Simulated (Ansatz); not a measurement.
TaSi:
```yaml
crystal:
  lattice:
    - [0.00000, 2.57483, 2.57483]
    - [2.57483, 0.00000, 2.57483]
    - [2.57483, 2.57483, 0.00000]
  atoms:
    - { symbol: Si, position: [0.00000, 0.00000, 0.00000] }
    - { symbol: Ta, position: [0.50000, 0.50000, 0.50000] }
```

Relaxed with PBE. Special points in fractions of this cell's reciprocal vectors: Γ (0.000, 0.000, 0.000); X (0.500, 0.000, 0.500); U (0.625, 0.250, 0.625); K (0.375, 0.375, 0.750); L (0.500, 0.500, 0.500); W (0.500, 0.250, 0.750).

Question: List the band energies nearest the Fermi level at these points for PBE (plane waves, PAW; program Ansatz).

Answer: In eV from the Fermi level; about four levels below and three above (degenerate sets whole), none deeper than 8.9 eV; points with the same levels are listed once.

| k | below | above |
|---|---|---|
| Γ | -1.19 -1.19 -1.19 -0.53 -0.53 | 2.34 2.34 2.34 |
| X | -3.90 -3.27 -0.23 -0.23 | 0.68 1.70 2.51 2.51 |
| U | -4.44 -3.89 -2.14 -0.49 | 1.93 2.91 3.02 |
| L | -7.51 -6.67 -3.25 -3.25 | 1.72 1.72 2.43 |
| W | -7.98 -3.82 -3.82 -3.59 | 1.26 1.73 1.73 |

Space group Fm-3m (rock salt). The cell is a constructed one: a structure type filled with these elements; neither database checked (COD, Materials Project) lists it. Its standing as an ambient phase is unchecked. Symmetry was held in the PBE relaxation; its stability against distortions is not shown here. The run is not spin-polarised. Spin–orbit coupling is left out wherever it is not named.

Potentials: the later of the program's two PAW sets.
